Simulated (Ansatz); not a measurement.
The slice is one period of a {110} plane through atoms; its size isn't given.

Method: PBE (plane waves to 420 eV, PAW, scalar-relativistic; Ansatz, a program for electronic structure). Near the nuclei the fields are pseudised (PAW); where an atom keeps semicore shells as valence, they peak there.

```
|######**++==------------------==++**####|
|####**++++========++++++========++++**##|
|****++++======++**********++======++++**|
|++++========++**##%%%%%%##**++========++|
|======--====**##%%@@@@@@%%##**====--====|
|--------==++**%%@@@@@@@@@@%%**++==------|
|--------==++##%%@@@@@@@@@@%%##++==------|
|--------==++**%%@@@@@@@@@@%%**++==------|
|======--====**##%%@@@@@@%%##**====--====|
|++++========++**##%%%%%%##**++========++|
|****++++======++**********++======++++**|
|####**++++========++++++========++++**##|
|######**++==------------------==++**####|
|######**++==--::::::::::::::--==++**####|
|######**++==--::::......::::--==++**####|
|####**++==--::::..........::::--==++**##|
|****++++==--::......  ......::--==++++**|
|++++====--::::..          ..::::--====++|
|====----::::....          ....::::----==|
|------::::....              ....::::----|
|----::::::....              ....::::::--|
|------::::....              ....::::----|
|====----::::....          ....::::----==|
|++++====--::::..          ..::::--====++|
|****++++==--::......  ......::--==++++**|
|####**++==--::::..........::::--==++**##|
|######**++==--::::......::::--==++**####|
|######**++==--::::::::::::::--==++**####|
```
Scale: ten equal steps from -1.69 (start of ' ') to 1.55 (end of '@'), in the order ' .:-=+*#%@'. Values: log₁₀ of the valence density in e/Å³. The map has 20 points along u (two characters each, u = 0 at the left) and 28 along v (v = 0 in the bottom row). The scale is logarithmic, as a density can span decades between atoms and voids.

```
|xxxx%%@@@@**::      ..      ::**@@@@%%xx|
|xx%%@@@@%%==....::--==--::....==%%@@@@%%|
|@@@@@@@@++::..==**##%%##**==..::++@@@@@@|
|@@@@%%**::..==##@@@@@@@@@@##--..::**%%@@|
|****++::..::**@@@@@@xx@@@@@@**::..::++**|
|::::......--##@@@@xxxxxx@@@@##--......::|
|        ..==%%@@xxxxxxxxxx@@%%==..      |
|::::......--##@@@@xxxxxx@@@@##--......::|
|****++::..::**@@@@@@xx@@@@@@**::..::++**|
|@@@@%%**::..--##@@@@@@@@@@##==..::**%%@@|
|@@@@@@@@++::..==**##%%##**==..::++@@@@@@|
|xx%%@@@@%%==....::--==--::....==%%@@@@%%|
|xxxx%%@@@@**::      ..      ::**@@@@%%xx|
|xxxxxx@@@@##--..          ..--##@@@@xxxx|
|xxxx%%@@@@##==..          ..==##@@@@%%xx|
|xx%%@@@@%%##==..          ..==##%%@@@@%%|
|@@@@@@@@##++--..          ..--++##@@@@@@|
|@@@@%%##**==::              ::==**##%%@@|
|****++==--::..              ..::--==++**|
|::::::....                      ....::::|
|                                        |
|::::::....                      ....::::|
|****++==--::..              ..::--==++**|
|@@@@%%##**==::              ::==**##%%@@|
|@@@@@@@@##++--..          ..--++##@@@@@@|
|xx%%@@@@%%##==..          ..==##%%@@@@%%|
|xxxx%%@@@@##==..          ..==##@@@@%%xx|
|xxxxxx@@@@##--..          ..--##@@@@xxxx|
```
Scale: ten equal steps from 0.01 (start of ' ') to 0.85 (end of '@'), in the order ' .:-=+*#%@'. Values: electron localisation function (ELF). The map has 20 points along u (two characters each, u = 0 at the left) and 28 along v (v = 0 in the bottom row). Points within 0.4 Å of a nucleus are blanked (x), as the pseudised field means little there.

Problem. Which relaxed crystal do these maps come from?
A. Mg₂Ge (anti-fluorite)
B. HfO₂ (fluorite)
C. NiSi₂ (fluorite type, space group Fm-3m)

Solution. B, HfO₂ (fluorite). Atoms on the slice: Hf at (0.50, 0.75); O at (0.00, 0.50); O at (0.00, 0.00)

All were relaxed with their symmetry unable to fall. HfO2 is run without spin polarisation. NiSi2 is run without spin polarisation. Spin-orbit coupling is left out. This is a high-temperature form of HfO2.
